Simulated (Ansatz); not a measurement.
Input for Ansatz (plane-wave DFT, PAW):

```yaml
crystal:
  lattice:
    - [3.1831225544, 0.0, 0.0]
    - [-1.5915612772, 2.7566649955, 0.0]
    - [0.0, 0.0, 35.1805582101]
  atoms:
    - { symbol: W, position: [0.66666667, 0.33333333, 0.40768339] }
    - { symbol: W, position: [0.66666667, 0.33333333, 0.7766] }
    - { symbol: W, position: [0.33333333, 0.66666667, 0.2234] }
    - { symbol: W, position: [0.33333333, 0.66666667, 0.59231661] }
    - { symbol: S, position: [0.66666667, 0.33333333, 0.17885036] }
    - { symbol: S, position: [0.66666667, 0.33333333, 0.54797631] }
    - { symbol: S, position: [0.33333333, 0.66666667, 0.36337893] }
    - { symbol: S, position: [0.33333333, 0.66666667, 0.73225816] }
    - { symbol: S, position: [0.66666667, 0.33333333, 0.26774184] }
    - { symbol: S, position: [0.66666667, 0.33333333, 0.63662107] }
    - { symbol: S, position: [0.33333333, 0.66666667, 0.45202369] }
    - { symbol: S, position: [0.33333333, 0.66666667, 0.82114964] }
basis:
  ecutwfc: 500
kpoints:
  mp_grid: { grid: [6, 6, 1] }
hamiltonian:
  xc: r2scan
scf:
  occupations: { method: gaussian, width: 0.1 }
output:
  forces: true
  stress: true
  eigenvalues: true
```

Launched with
```bash
ansatz run input.yaml --threads 2 --pin off --max-ram 5120MiB --backend cpu --events-out ev --progress --plain --runs-dir out
```

Computed with Ansatz, DFT r2SCAN, scalar-relativistic, plane waves, PAW.

From the run's log, abridged (final results; tables in files aren't shown):

```
SCF 1 converged in 9 iterations: F = -48846.561752 eV  dr2 = 4.48e-8
SCF converged after 9 iterations
Free energy (F): -48846.561752 eV
Harris-Foulkes:  -48846.561752 eV  (|F-HF|=8.98e-9)
Internal energy: -48846.561752 eV  (E = F + TS)
E sigma→0 (E₀):  -48846.561752 eV
Fermi energy:    6.885936 eV
--- Per-component energies (eV) ---
  E_band       = -1369.321714
  E_kinetic    = 2664.463336
  E_local      = -57859.923559  (includes V_loc(G=0)·N_el)
  E_nonlocal   = 230.883404
  E_hartree    = 27939.573162
  E_xc         = -1732.399847
  E_vxc        = -1798.969991  (∫ρ·V_xc dr)
  E_paw        = -39248.680141  (= ΣΔE_a)
  E_vpaw       = -574.248876  (= ΣTr[D̂ρ^β])
  E_aug_tail   = -0.000190  (compensation charges beyond the density's cutoff)
  E_vtau       = 89.358869  (kinetic-family band-sum trace: ∫τ·v_τ [+ j·A + Jᵃ·Aᵃ] dr)
  E_ewald      = 19162.752012
  E_core_change = -3.229929  (= ΣΔE_core)
  E_smearing   =  0.000000  (= −TS)
--- Forces (eV/Å), atoms counted from 1 ---
  atom   1  W      0.00000000     0.00000000     0.02136957
  atom   2  W      0.00000000     0.00000000     0.13351290
  atom   3  W      0.00000000     0.00000000    -0.13351290
  atom   4  W      0.00000000     0.00000000    -0.02136957
  atom   5  S      0.00000000     0.00000000     0.16296126
  atom   6  S      0.00000000     0.00000000     0.01693807
  atom   7  S      0.00000000     0.00000000    -0.00254516
  atom   8  S      0.00000000     0.00000000     0.03744705
  atom   9  S      0.00000000     0.00000000    -0.03744705
  atom  10  S      0.00000000     0.00000000     0.00254516
  atom  11  S      0.00000000     0.00000000    -0.01693807
  atom  12  S      0.00000000     0.00000000    -0.16296126
--- Stress (GPa, compression-positive) ---
       -0.221786       0.000000       0.000000
        0.000000      -0.221786       0.000000
        0.000000       0.000000      -0.274400
  P = ⅓ Tr σ = -0.2393 GPa (-2.393 kbar)
--- Band table (eV; the first three rows and the last of 7) ---
  k-point 0: bands = ["-70.1914", "-70.1914", "-70.1898", "-70.1898", "-33.8259", "-33.8259", "-33.8250", "-33.8250", "-33.6682", "-33.6682", "-33.6682", "-33.6682", "-33.6667", "-33.6667", "-33.6667", "-33.6667", "-9.8416", "-9.8044", "-9.7635", "-9.7447", "-8.1443", "-8.0843", "-8.0139", "-7.9623", "-1.1983", "-1.0344", "-0.8219", "-0.6528", "2.6303", "2.6303", "2.6336", "2.6336", "2.6644", "2.6644", "2.6644", "2.6644", "2.8650", "3.2193", "3.6974", "3.9088", "3.9088", "3.9203", "3.9203", "3.9435", "3.9435", "3.9441", "3.9441", "4.1621", "5.4117", "5.6967", "5.9961", "6.1870", "8.7668", "8.7668", "8.7695", "8.7695", "8.7737", "8.7737", "8.7741", "8.7741", "8.8881", "8.8881", "8.9089", "8.9 ...
  k-point 1: bands = ["-70.1868", "-70.1868", "-70.1851", "-70.1851", "-33.8091", "-33.8091", "-33.8083", "-33.8083", "-33.7588", "-33.7588", "-33.7571", "-33.7571", "-33.6892", "-33.6892", "-33.6877", "-33.6877", "-9.3838", "-9.3474", "-9.3070", "-9.2881", "-7.9707", "-7.9167", "-7.8550", "-7.8113", "-0.6762", "-0.5179", "-0.3093", "-0.1407", "1.6249", "1.6385", "1.6643", "1.6664", "2.0795", "2.2731", "2.4629", "2.5731", "3.0582", "3.0667", "3.0941", "3.0945", "3.2913", "3.3064", "3.3299", "3.3308", "3.9744", "4.0923", "4.2884", "4.5167", "5.2239", "5.3442", "5.4529", "5.5097", "8.1094", "8.2183", "8.3744", "8.5373", "8.5389", "8.5643", "8.6016", "8.6344", "8.6870", "8.7839", "8.8536", "8.8 ...
  k-point 2: bands = ["-70.1774", "-70.1774", "-70.1758", "-70.1758", "-33.9361", "-33.9361", "-33.9338", "-33.9338", "-33.7753", "-33.7753", "-33.7746", "-33.7746", "-33.7310", "-33.7310", "-33.7294", "-33.7294", "-8.3093", "-8.2784", "-8.2432", "-8.2282", "-7.5723", "-7.5349", "-7.4968", "-7.4737", "-0.4262", "-0.3658", "-0.2990", "-0.2621", "0.7694", "0.7911", "0.8266", "1.0022", "1.0060", "1.1282", "1.1839", "1.2115", "2.4038", "2.4206", "2.4447", "2.4468", "3.5085", "3.6047", "3.7374", "3.8598", "3.8880", "3.9125", "3.9394", "3.9448", "4.4011", "4.4541", "4.5064", "4.5368", "8.2523", "8.3789", "8.3853", "8.4010", "8.4281", "8.4488", "8.5665", "8.7403", "9.4564", "9.6051", "9.7911", "9.9 ...
  k-point 6: bands = ["-70.1704", "-70.1704", "-70.1687", "-70.1687", "-33.9336", "-33.9336", "-33.9311", "-33.9311", "-33.8980", "-33.8980", "-33.8961", "-33.8961", "-33.7498", "-33.7498", "-33.7493", "-33.7493", "-7.2841", "-7.2841", "-7.2621", "-7.2621", "-7.1507", "-7.1507", "-7.1326", "-7.1326", "-0.3470", "-0.3173", "-0.2846", "-0.2730", "0.0879", "0.0879", "0.1120", "0.1120", "0.9613", "1.0029", "1.0454", "1.0684", "1.5635", "1.5635", "1.6121", "1.6121", "2.2586", "2.2586", "2.3205", "2.3205", "3.1927", "3.1927", "3.2262", "3.2262", "5.6300", "5.6616", "5.6977", "5.7220", "7.5951", "7.5951", "7.6141", "7.6141", "8.9346", "9.1227", "9.3793", "9.6007", "9.9389", "9.9389", "9.9627", "9.9 ...
```

The calculation finished and met its thresholds.

Time: 29 s on 2 threads of AMD EPYC (Zen 3) (shared host), peak memory 1.3 GiB.

The k mesh is coarse. Spin–orbit coupling is left out, which can shift energies with elements as heavy as these. The cell holds layers, and r2SCAN describes their binding at middle range but leaves out its long-range dispersion part.